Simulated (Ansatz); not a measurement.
## Field gradients at the nuclei in Al2Cu under strain

The cell is a COD entry, relaxed with PBE at fixed cell and then changed (z stretched by 3 %, ions relaxed).

```xyz
6
Lattice="-3.0335 3.0335 2.5117 3.0335 -3.0335 2.5117 3.0335 3.0335 -2.5117" Properties=species:S:1:pos:R:3 pbc="T T T"
Al    0.9682    4.0017    0.0000
Al    2.0653    0.9682    0.0000
Al    2.0653   -0.9682    2.5117
Al    0.9682    2.0653    2.5117
Cu    0.0000    0.0000    1.2558
Cu    0.0000    0.0000    3.7675
```

Sites (sets of like atoms) are named by element and the number of their first atom in this list.

Level of theory: DFT, PBE, plane waves and PAW, scalar-relativistic, 420 eV cutoff, Γ-centred 12×12×12 k-points, Fermi–Dirac smearing 0.05 eV (Ansatz 0.2.0).

Conventions: |V_zz| ≥ |V_yy| ≥ |V_xx|, η = (V_xx − V_yy)/V_zz, C_Q = eQV_zz/h.

²⁷Al: I = 5/2, Q = 146.6 mb; ⁶³Cu: I = 3/2, Q = -220.0 mb. Quadrupole moments are those of Pyykkö's year-2017 table.

Task: Which values are expected at the nuclei?

Result: 

```
site  atoms (order as listed)                           first shell  V_xx, V_yy, V_zz (10²¹ V/m²)     η  C_Q (MHz)
  Al               1, 2, 3, 4  4 Cu at 2.60 Å, 11 Al at 2.74–3.23 Å             0.20, 0.68, -0.87  0.55      -3.10
  Cu                     5, 6        2 Cu at 2.51 Å, 8 Al at 2.60 Å             0.94, 0.94, -1.88  0.00       9.99
```

An axis of threefold or higher order runs through Cu, so V_zz lies along it and η is zero.

With no gap above 0.1 eV, as in a metal, the gradients converge slowly in k; expect changes of a tenth or more on a denser mesh.

The relaxation (2 steps) took 39 s of wall time (36 s of CPU time) and 0.78 GiB at its peak, on 1 thread of Intel Xeon Platinum 8488C (Sapphire Rapids) (x86_64; 16 cores open to the job, memory cap 3.0 GiB, no GPU), a shared host with a load of 0.3 a core.
